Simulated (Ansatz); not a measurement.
This cell of Cu (fcc, Cu type) is off equilibrium:

```xyz
1
Lattice="0.0000 1.8442 1.6967 1.8442 0.0000 1.6967 1.8442 1.8442 0.0000" Properties=species:S:1:pos:R:3 pbc="T T T"
Cu     0.0000     0.0000     0.0000
```

These are PBEsol (plane waves to 420 eV, PAW, scalar-relativistic; Ansatz, an electronic-structure program) values and carry that method's errors. k mesh 22×22×22 (Γ-centred), Fermi-Dirac smearing 0.05 eV. E stands for the smeared free energy. Compression counts positive. With partly filled bands, the response to shear is sensitive to the k mesh, so small differences along c/a are uncertain. Cu is run without spin polarisation. Cu was relaxed with its symmetry unable to fall.

**Question.** What is the stress tensor (GPa)?

**Answer.** 
```
   -4.3      0.0      0.0
    0.0     -4.3      0.0
    0.0      0.0     -0.6
```
The pressure, a third of the trace, is -3.0 GPa.

**Question.** It is the relaxed cell deformed to V/V₀ = 1.020, (c/a)/(c/a)₀ = 0.920, c along z, fractional positions held. What is its energy relative to the relaxed cell?

**Answer.** 11 meV/atom.

(A scan under strain: stresses follow from slopes of the energy per volume, elastic moduli from its curvatures.)
